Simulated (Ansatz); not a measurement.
Starting cell, WS$_{2}$ (2H-MoS2 type, space group P6_3/mmc):

```xyz
6
Lattice="3.1700 0.0000 0.0000 -1.5850 2.7453 0.0000 0.0000 0.0000 12.4918" Properties=species:S:1:pos:R:3 pbc="T T T"
W      0.0000     1.8302     3.1229
W      1.5850     0.9151     9.3688
S      0.0000     1.8302     7.8061
S      1.5850     0.9151     1.5602
S      1.5850     0.9151     4.6857
S      0.0000     1.8302    10.9316
```

Two-dimensional scan of atom 6 (S, nearest neighbour W at 2.407 Å; its periodic images, 3.2 Å or more away, move with it): u runs along (1.000, 0.000, 0.000), v along (0.000, 1.000, 0.000) (Cartesian). Cell and other atoms are fixed.

Method: r2SCAN+rVV10 (plane waves to 500 eV, PAW, scalar-relativistic; Ansatz, an electronic-structure program). k mesh 10×10×3 (Γ-centred), Fermi-Dirac smearing 0.05 eV. E stands for the smeared free energy. Spin-orbit coupling is left out, though W is heavy. WS2 is run without spin polarisation. WS2 was relaxed with its symmetry unable to fall. ΔE is measured from the undisplaced structure. Axes are in Å.

| ΔE (meV/cell) | u = -0.360 | u = -0.180 | u = 0.000 | u = 0.180 | u = 0.360 |
|---|---|---|---|---|---|
| v = -0.360 | 1548 | 826 | 580 | 826 | 1548 |
| v = -0.180 | 998 | 372 | 160 | 372 | 998 |
| v = 0.000 | 685 | … | 0 | … | 685 |
| v = 0.180 | 709 | 319 | 187 | 319 | 709 |
| v = 0.360 | … | 878 | 791 | 878 | … |

Question: Complete the blanks.

Answer: 
- v = 0.000, u = -0.180: 174
- v = 0.000, u = 0.180: 174
- v = 0.360, u = -0.360: 1136
- v = 0.360, u = 0.360: 1136

(For displaced atoms, the force is minus the slope of the energy, and its curvature is a force constant, which sets phonon frequencies.)
